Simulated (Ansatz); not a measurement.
GaPt3 (Cu3Au type, Pm-3m) at seven volumes, DFT-PBEsol in the program Ansatz with PAW potentials, scaled uniformly. One row is withheld.

```csv
V (Å³/atom),P (GPa)
13.392,30.02
13.834,?
14.275,8.19
14.717,0.00
15.158,-6.78
15.600,-12.38
16.041,-16.99
```

### Question
Fit the shown pressures and predict the withheld one.

### Answer
Third-order Birch–Murnaghan: P = (3/2)B₀(x^(7/2) − x^(5/2))[1 + (3/4)(B′ − 4)(x − 1)] with x = (V₀/V)^(2/3). Least squares on the six rows gives V₀ = 14.717 Å³/atom, B₀ = 247.8 GPa, B′ = 5.30. At V = 13.834, x = 1.0421 and P = 18.07 GPa. The run itself gave 18.09 GPa.

The first step of the workflow began from a Materials Project structure, measured or hypothetical; the Crystallography Open Database copy checked does not list it. COD files the formula under space group No. 127. Whether it is the stable phase at ambient conditions was not checked. The PBEsol relaxation kept the symmetry of its start; its stability against distortions is not shown here. No spin polarisation was allowed. Scalar-relativistic: spin–orbit coupling is off unless named, which matters more the heavier the elements.

Potentials: the later of the program's two PAW sets.
